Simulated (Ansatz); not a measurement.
Starting cell, Ca2Si (space group Pnma):

```xyz
12
Lattice="7.2725 0.0000 0.0000 0.0000 4.7491 0.0000 0.0000 0.0000 8.8145" Properties=species:S:1:pos:R:3 pbc="T T T"
Ca     2.4618     3.5618     0.6627
Ca     4.8106     1.1873     8.1518
Ca     1.1744     1.1873     5.0699
Ca     6.0981     3.5618     3.7446
Ca     0.1360     1.1873     1.6307
Ca     7.1365     3.5618     7.1838
Ca     3.5003     3.5618     6.0379
Ca     3.7722     1.1873     2.7766
Si     5.4576     1.1873     5.3141
Si     1.8149     3.5618     3.5004
Si     5.4511     3.5618     0.9069
Si     1.8214     1.1873     7.9076
```

The atoms are displaced by Q × the pattern below (from a DFPT mode at Γ, largest move 1; Q in Å), at fixed cell.

```csv
atom,x,y,z
Ca1,0.358,0.000,-0.074
Ca2,0.358,0.000,-0.074
Ca3,-0.358,0.000,-0.074
Ca4,-0.358,0.000,-0.074
Ca5,-0.989,0.000,0.146
Ca6,-0.989,0.000,0.146
Ca7,0.989,0.000,0.146
Ca8,0.989,0.000,0.146
Si9,-0.237,0.000,-0.102
Si10,-0.237,0.000,-0.102
Si11,0.237,0.000,-0.102
Si12,0.237,0.000,-0.102
```

All values below come from LDA (plane waves to 420 eV, PAW, scalar-relativistic; Ansatz, a program for electronic structure). k mesh 4×6×3 (Γ-centred), Fermi-Dirac smearing 0.05 eV. Ca2Si was relaxed with its symmetry unable to fall.

At one point of the scan the forces (eV/Å) are:

| atom | Fx | Fy | Fz |
|---|---|---|---|
| Ca1 | 0.596 | 0.000 | -0.126 |
| Ca2 | 0.523 | 0.000 | -0.112 |
| Ca3 | -0.596 | 0.000 | -0.126 |
| Ca4 | -0.523 | 0.000 | -0.112 |
| Ca5 | -1.621 | 0.000 | 0.327 |
| Ca6 | -1.593 | 0.000 | 0.164 |
| Ca7 | 1.621 | 0.000 | 0.327 |
| Ca8 | 1.593 | 0.000 | 0.164 |
| Si9 | -0.168 | 0.000 | -0.049 |
| Si10 | -0.352 | 0.000 | -0.204 |
| Si11 | 0.168 | 0.000 | -0.049 |
| Si12 | 0.352 | 0.000 | -0.204 |

Problem. Which point is it?
(A) Q = -0.187 Å
(B) Q = -0.047 Å
(C) Q = -0.233 Å
(D) Q = -0.093 Å

Solution. C, Q = -0.233 Å

(For displaced atoms, the force is minus the slope of the energy, and its curvature is a force constant, which sets phonon frequencies.)
